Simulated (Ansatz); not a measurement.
# Ga: do energies and stresses tell the same story?

Method: Ansatz, DFT PBEsol, scalar-relativistic, plane waves, PAW.

Settings: cutoff 420 eV, Γ-centred mesh 16×16×14 on the computed 2-atom cell, Gaussian smearing of 0.10 eV; no spin polarisation.

Relaxed cell: Cmcm, a = 2.738 Å, b = 7.905 Å, c = 3.314 Å, α = 90.00°, β = 90.00°, γ = 90.00°, 2 atoms in the primitive cell. This form isn't the element's structure at ambient conditions.

Energies at zero smearing and pressures from the stress tensor, at volumes with shape and atoms relaxed:
```
V (Å³/atom) E − E(first) (meV/atom) P (GPa)
     16.855                     0.00     4.51
     17.393                   -10.82     2.05
     17.931                   -14.10     0.01
     18.469                   -11.15    -1.69
     19.007                    -3.08    -3.09
```

Question: Check P = −dE/dV between neighbouring volumes, and get the bulk modulus from the pressures alone.

Answer: With 1 eV/Å³ = 160.2 GPa:
```
middle V (Å³/atom)  −ΔE/ΔV (GPa) mean P (GPa)
            17.124         3.224         3.277
            17.662         0.977         1.027
            18.200        -0.880        -0.841
            18.738        -2.402        -2.387
```

The two differ by 0.05 GPa at most. The mean of two end pressures misses the average over a step by about ΔV² P″/12, up to 0.04 GPa here; with that taken off 0.02 GPa remains. Around V = 17.931 Å³/atom, the two neighbours give B = −V ΔP/ΔV = 17.931 × 3.74 / 1.076 = 62.3 GPa, against B0 = 61.6 GPa from the Birch–Murnaghan fit of the energies.